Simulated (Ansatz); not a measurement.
CdO in space group P-6m2 (No. 187; Cd on 1a, O on 1f) under volume change, PBE (plane waves, PAW; program Ansatz), shape and atoms relaxed at each volume.

```
V (Å³/atom)  E − E(relaxed) (meV/atom)  P (GPa)
-----------  -------------------------  -------
12.438                            47.9    13.65
12.848                            20.0     8.31
13.258                             4.7     3.80
13.668                             0.0    -0.01
14.078                             4.2    -3.22
14.488                            16.0    -5.92
14.898                            34.1    -8.19
```

Task: What does a third-order Birch–Murnaghan fit give for V₀, B₀ and B′?

Result: V₀ = 13.67 Å³/atom, B₀ = 116 GPa, B′ = 4.7.

The cell is a constructed one: a structure type filled with these elements; neither database checked (COD, Materials Project) lists it. It is not the phase usual at ambient conditions (space group No. 225). The cell was relaxed with PBE under the symmetry of its start; whether a distortion lowers the energy is not shown.

Potentials: the later of the program's two PAW sets.
